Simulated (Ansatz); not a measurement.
Relax this structure to zero stress and force, keeping its symmetry:

Space group I4/mmm (No. 139). a = 4.023 Å, b = 4.023 Å, c = 12.494 Å, α = 90.00°, β = 90.00°, γ = 90.00°
| atom | site | symmetry | x | y | z |
| --- | --- | --- | --- | --- | --- |
| K | 2a | 4/mmm | 0.0000 | 0.0000 | 0.0000 |
| P | 4e | 4mm | 0.0000 | 0.0000 | 0.3387 |
| Ru | 4d | -4m2 | 0.0000 | 0.5000 | 0.2500 |

Method: Ansatz, DFT r2SCAN, scalar-relativistic, plane waves, PAW.

Cutoff 500 eV; k points 12×12×12 on the computed 5-atom cell (Γ-centred); Gaussian smearing, width 0.10 eV; no spin polarisation.

Problem. What does it relax to?

Solution. The volume goes down by 0.02 Å³/atom to 20.20 Å³/atom, and the energy changes by under 0.1 meV/atom. Final structure:
```cif
data_structure
_symmetry_space_group_name_H-M 'I4/mmm'
_symmetry_Int_Tables_number 139
_cell_length_a 4.0202
_cell_length_b 4.0202
_cell_length_c 12.4997
_cell_angle_alpha 90.000
_cell_angle_beta 90.000
_cell_angle_gamma 90.000
_cell_volume 202.03
loop_
_atom_site_label
_atom_site_type_symbol
_atom_site_symmetry_multiplicity
_atom_site_Wyckoff_symbol
_atom_site_fract_x
_atom_site_fract_y
_atom_site_fract_z
_atom_site_occupancy
K1 K 2 a 0.00000 0.00000 0.00000 1
P1 P 4 e 0.00000 0.00000 0.33900 1
Ru1 Ru 4 d 0.00000 0.50000 0.25000 1
```

Cost: 1 run of about 1.7 core-minutes, on Intel Xeon 6975P-C (Granite Rapids) (shared hosts).